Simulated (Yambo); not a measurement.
Yambo run on KCdF$_{3}$ (cubic perovskite, space group Pm-3m, No. 221). The wavefunctions come from this Quantum ESPRESSO step (PBEsol, PseudoDojo standard norm-conserving files, scalar-relativistic):

```
&CONTROL
  calculation = 'nscf'
  pseudo_dir = './pseudo'
  outdir = './out'
/
&SYSTEM
  ibrav = 0
  nat = 5
  ntyp = 3
  ecutwfc = 102.0
  ecutrho = 408.0
  occupations = 'fixed'
  force_symmorphic = .true.
  nbnd = 132
/
&ELECTRONS
  conv_thr = 5e-09
  diago_full_acc = .true.
  diago_thr_init = 1e-08
/
ATOMIC_SPECIES
F 18.9984 F.upf
K 39.0983 K.upf
Cd 112.4140 Cd.upf
CELL_PARAMETERS angstrom
  4.382090000000   0.000000000000   0.000000000000
  0.000000000000   4.382090000000   0.000000000000
  0.000000000000   0.000000000000   4.382090000000
ATOMIC_POSITIONS crystal
F   0.000000000000   0.500000000000   0.500000000000
F   0.500000000000   0.000000000000   0.500000000000
F   0.500000000000   0.500000000000   0.000000000000
K   0.000000000000   0.000000000000   0.000000000000
Cd   0.500000000000   0.500000000000   0.500000000000
K_POINTS automatic
4 4 4 0 0 0
```

Yambo input:

```
rim_cut
gw0
dyson
el_el_corr
HF_and_locXC
ppa
em1d
RandQpts= 1000000
RandGvec= 1 Ry
EXXRLvcs= 102 Ry
VXCRLvcs= 408 Ry
Chimod= "HARTREE"
% BndsRnXp
 5 | 129 |
%
NGsBlkXp= 7 Ry
% LongDrXp
 1.0 | 1.0 | 1.0 |
%
PPAPntXp= 27.2114 eV
% GbndRnge
 1 | 129 |
%
GTermKind= "BG"
DysSolver= "n"
ExtendOut
% QPkrange
 1 | 1 | 25 | 26 |
 3 | 3 | 25 | 26 |
 6 | 6 | 25 | 26 |
 10 | 10 | 25 | 26 |
%
```

k points by index: 1 = Γ, 3 = X, 6 = M, 10 = R.

The o-*.qp file then holds:

```
#    K-point    Band    Eo [eV]    E [eV]    E-Eo [eV]    Vxc [eV]    Vnlxc [eV]    Sc|Eo [eV]    Sc|E [eV]    dSc/dw|Eo [eV]    Re(Z)    Im(Z)
#
    1    25    -1.767075    -3.881935    -2.114860    -21.86183    -29.66563    5.148883    5.688936    -6.948109    0.796595    -0.001462
    1    26    2.998661    4.281702    1.283041    -11.73379    -7.121798    -3.151047    -3.328949    -3.772852    0.878233    -0.706447E-3
    3    25    -1.611855    -3.869067    -2.257212    -22.35632    -30.35570    5.181748    5.742169    -6.755593    0.801111    -0.001193
    3    26    5.539939    7.174862    1.634923    -15.55210    -10.72425    -2.923848    -3.192921    -4.478154    0.858685    -0.001062
    6    25    -0.001450    -1.917419    -1.915969    -25.75773    -32.56628    4.474293    4.892578    -5.940284    0.820814    -0.001048
    6    26    6.910316    8.873168    1.962851    -16.19154    -10.81890    -3.066849    -3.409793    -4.754436    0.851264    0.968114E-3
    10    25    0.000000    -1.917621    -1.917621    -25.76030    -32.57592    4.479166    4.898002    -5.942994    0.820746    -0.001049
    10    26    7.673606    9.336103    1.662497    -10.28960    -5.130996    -3.276609    -3.496106    -3.592606    0.883372    -0.334638E-3
```
(The two width columns are left out.) Convergence of these settings isn't established.

Spin-orbit coupling is not included.

Geometry of the Materials Project entry, not relaxed at this level.

The structure is a Materials Project entry; no match was found in the copy of COD used, and its stability was not checked.
